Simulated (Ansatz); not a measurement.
A geometry of KTaO₃ away from equilibrium: step 4 of the relaxation of a relaxed KTaO3 cell with every coordinate shifted by Gaussian noise of σ = 0.45 Å. Computed with r2SCAN (plane waves to 500 eV, PAW, scalar-relativistic; Ansatz, a quantum-chemistry and plane-wave program). Γ-centred k-mesh 8×8×8 on the run's cell, Fermi–Dirac smearing 0.05 eV.

```xyz
5
Lattice="3.9726 -0.0085 0.0041 -0.0085 3.9625 -0.0074 0.0041 -0.0074 3.9955" Properties=species:S:1:pos:R:3:forces:R:3 pbc="T T T" free_energy=-13199.297 pressure_GPa=2.7
K     -0.3529     0.2869     0.0282    0.3745   -0.0985    0.1896
Ta     1.7564     2.2128     2.1199   -0.4856    0.1492   -0.4793
O     -0.2998     2.2716     1.9475   -0.3487   -0.2264    0.4002
O      1.6354     2.3147     0.0189    0.2907   -0.4326   -0.2037
O      1.6570     0.2498     2.0155    0.1692    0.6081    0.0933
```

Positions in Å, forces in eV/Å, free energy of the cell in eV (comparable only within this code, potentials and settings). Largest force: 0.70 eV/Å, on Ta2 (atoms numbered as listed); the geometry lies 0.02 eV/atom above the end of its relaxation.

No spin polarisation in the result.

The end of the path is a generated cell of KTaO3: the first start was made by placing the elements on the sites of a structure type, and the end was not matched to a known phase here, so it may be hypothetical. Known forms of KTaO3 include space group No. 221.
